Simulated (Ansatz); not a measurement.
Relaxation of a generated cell, Sr placed in the beta-W structure type; 8 atoms in the cell, which starts as Pm-3n (No. 223), cP8; a = 7.711 Å, b = 7.711 Å, c = 7.711 Å, α = 90.00°, β = 90.00°, γ = 90.00°. Calculation: PBEsol (plane waves to 420 eV, PAW, scalar-relativistic; Ansatz, a program for electronic structure). Γ-centred k-mesh 5×5×5 on the run's cell (coarser than for final values), Fermi–Dirac smearing 0.05 eV. This is the first round of the run. 

The optimiser's lines from the output (shortened; P is positive under compression):

```
relax step   1: F+E_penalty+E_count = -27937.50755729 eV  Δ(F+E_penalty+E_count) = +0.000e0 eV  max|allowed force component| = 4.192e-17 eV/Å  Δτ_max = 0.0000 Å  P = -0.928 GPa  Ω = 458.502 Å³  (7 SCF iters, dr2 threshold 1.00e-7 eV, accepted)
relax step   2: F+E_penalty+E_count = -27937.57819151 eV  Δ(F+E_penalty+E_count) = -7.063e-2 eV  max|allowed force component| = 1.057e-16 eV/Å  Δτ_max = 0.0000 Å  P = -0.625 GPa  Ω = 444.031 Å³  (4 SCF iters, dr2 threshold 8.00e-7 eV, accepted)
relax step   3: F+E_penalty+E_count = -27937.62783376 eV  Δ(F+E_penalty+E_count) = -4.964e-2 eV  max|allowed force component| = 9.324e-17 eV/Å  Δτ_max = 0.0000 Å  P = +0.074 GPa  Ω = 416.905 Å³  (5 SCF iters, dr2 threshold 8.00e-7 eV, accepted)
relax step   4: F+E_penalty+E_count = -27937.62837658 eV  Δ(F+E_penalty+E_count) = -5.428e-4 eV  max|allowed force component| = 9.483e-17 eV/Å  Δτ_max = 0.0000 Å  P = -0.005 GPa  Ω = 419.603 Å³  (4 SCF iters, dr2 threshold 1.35e-8 eV, accepted)
relax step   5: F+E_penalty+E_count = -27937.62795119 eV  Δ(F+E_penalty+E_count) = +4.254e-4 eV  max|allowed force component| = 7.864e-17 eV/Å  Δτ_max = 0.0000 Å  P = -0.005 GPa  Ω = 419.603 Å³  stress off target by 5.07e-3 GPa  SCF on the basis re-selected at this cell (its energy is not comparable with the rows above)  (6 SCF iters)
```

From the first to the last row the energy changes by -0.02 eV/atom and the volume by -8.5 %. The last row is marked as not comparable with the walk above it, whose basis was carried along; it does compare with step 1, since both stand on a basis selected at the nominal cutoff for their own cell.

Later rounds, restarted from the end of this one on a renewed k-mesh, logged 2 more steps and released under 0.01 eV/atom more. The final structure after all rounds: Pm-3n (No. 223), cP8; a = b = c = 7.4865 Å, α = β = γ = 90.00°. Between re-selections the logged energies stand on a plane-wave basis carried along with the cell. No spin polarisation in the result.

The run could not lose the symmetry of its start; a randomly shaken copy of 8 atoms returns to this structure.

All atoms sit on sites fixed by symmetry, so only the cell could relax.

The relaxed structure here is a generated cell of Sr: the first start was made by placing the elements on the sites of a structure type, and the end was not matched to a known phase here, so it may be hypothetical. Known forms of Sr include space group No. 225.
